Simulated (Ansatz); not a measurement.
This MgCd3Se4 structure is the end of a relaxation. The cell was found from a structure generator's guess, not taken from experiment.

Method: Ansatz, DFT PBE, scalar-relativistic, plane waves, PAW. Cutoff 420 eV, Γ-centred mesh, Gaussian smearing, no spin polarisation.

```yaml
crystal:
  lattice:
    - [-2.84206, 2.84206, 5.70284]
    - [2.84206, -2.84206, 5.70284]
    - [2.84206, 2.84206, -5.70284]
  atoms:
    - { symbol: Mg, position: [0.50000, 0.50000, 0.00000] }
    - { symbol: Cd, position: [0.75000, 0.25000, 0.50000] }
    - { symbol: Cd, position: [0.25000, 0.75000, 0.50000] }
    - { symbol: Cd, position: [0.00000, 0.00000, 0.00000] }
    - { symbol: Se, position: [0.50000, 0.00000, 0.50000] }
    - { symbol: Se, position: [0.00000, 0.50000, 0.50000] }
    - { symbol: Se, position: [0.25663, 0.25663, 0.00000] }
    - { symbol: Se, position: [0.74337, 0.74337, 0.00000] }
```

Formation energies are uncorrected and refer to the elements' standard structures at the same level.

Question: What space group does it have?

Answer: I4/mmm (No. 139), with Mg and Cd ordered on rock salt sites. Conventional cell: a = 5.684 Å, c = 11.406 Å. Mg has 6 Se at 2.78–2.84 Å; around Cd on a site of symmetry -4m2 lie 6 Se at 2.84–2.85 Å; Cd on a site of symmetry 4/mmm is surrounded by 6 Se at 2.84–2.93 Å; Se on a site of symmetry mmm is surrounded by 2 Mg at 2.84 Å and 4 Cd at 2.84–2.85 Å; 1 more site not described.

Question: How far does it lie from the elements in energy?

Answer: −0.66 eV/atom.

Question: Is it a metal?

Answer: Yes, bands cross the Fermi level on the 10×10×10 mesh.

The last run used a 10×10×10 mesh for its 8-atom cell and Gaussian smearing of 0.10 eV. The zero gap may come from the functional, which often closes small gaps. The reference form of Se is held partly by dispersion forces, which this level lacks. A structure relaxed within its symmetry needn't be a true minimum. Another cell of MgCd3Se4 relaxed alike, in P-43m, lies 124 meV/atom lower, so this cell isn't the stable form at this level.
